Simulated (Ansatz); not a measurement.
YMgGa in space group P-62m (No. 189; Y on 3g, Ga on 2c, Ga on 1b, Mg on 3f), plane-wave PAW PBE (Ansatz code), all energies at zero smearing, with the estimated change up to a 700 eV cutoff added, with one set of potentials and settings (totals compare only within such a set). Cell of 9 atoms (3 Y, 3 Ga, 3 Mg): -28671.157 eV.

| element | reference phase | E (eV/atom) |
|---|---|---|
| Y | P6_3/mmc, 2 atoms in the cell | -3848.6668 |
| Ga | Cmce, 4 atoms in the cell | -3783.0209 |
| Mg | P6_3/mmc, 2 atoms in the cell | -1923.8026 |

Formation energy per atom, worked out: (-28671.157 − 3×(-3848.6668) − 3×(-3783.0209) − 3×(-1923.8026))/9 = -0.521 eV/atom (-50 kJ per mol of atoms), at 0 K, without zero-point energy or fitted corrections.

The workflow started from an entry of the Crystallography Open Database (COD, 293 K). Whether it is the stable phase at ambient conditions was not checked. The PBE relaxation kept the symmetry of its start; its stability against distortions is not shown here. The run is not spin-polarised. The references are the lowest solids computed at this level, not always the standard phases.

Potentials: the later of the program's two PAW sets.
